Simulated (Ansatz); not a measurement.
Ti (P6_3/mmc), stationary points along a deformation path

These are results of DFT r2SCAN, scalar-relativistic, plane waves, PAW (Ansatz), not measurements. Cutoff 500 eV, Γ-centred 21×21×12 k-points, Gaussian smearing of 0.15 eV. No spin polarisation. Energies are free energies at this smearing, counted from the undisturbed cell; pressure is positive in compression.

The undisturbed cell (as given, not relaxed at this level; it stands at -2.3 GPa):

```
Ti
1.0
     2.95000    0.00000    0.00000
    -1.47500    2.55477    0.00000
     0.00000    0.00000    4.68600
Ti
2
Direct
  0.33333 0.66667 0.25000
  0.66667 0.33333 0.75000
```

At fixed volume and fractional coordinates, lengths along (0.000, 0.000, 1.000) are scaled against those across it; ρ is that ratio over its starting value. V = 17.658 Å³/atom. Δσ is the stress along the axis less the mean stress across it (compression positive).

```csv
ρ,ΔE (meV/atom),Δσ (GPa),space group
0.850,95.0,14.48,P6_3/mmc
0.920,25.6,8.75,P6_3/mmc
1.000,0.0,-0.63,P6_3/mmc
1.100,45.9,-12.54,P6_3/mmc
1.200,148.6,-18.30,P6_3/mmc
```

Q: How does the stress give the slope of the energy, and where is the energy stationary?

A: Along the path d ln(length) is 2/3 d ln ρ on the axis and −1/3 d ln ρ across it, so dE/d ln ρ = −(2/3) V Δσ: the energy falls with ρ where Δσ is positive. Δσ vanishes or changes sign between ρ = 0.920 and 1.000, a minimum (near 0.99 by linear interpolation). Pairs of stationary points between two samples would go unseen, and could change a minimum read from distant neighbours into a maximum.

Q: Integrate that slope from ρ = 1 to 1.200 by the trapezoid rule.

A: With V/N in Å³ and 1 eV/Å³ = 160.2 GPa the slopes at ρ = 1.000, 1.100, 1.200 are 46, 921, 1344 meV/atom per unit of ln ρ. The steps add 46.1 + 98.6 = 144.6 meV/atom, against 148.6 from the energies; the trapezoid rule misses the curvature of the slope within each step.

In a metal these slopes depend on the k mesh and the smearing.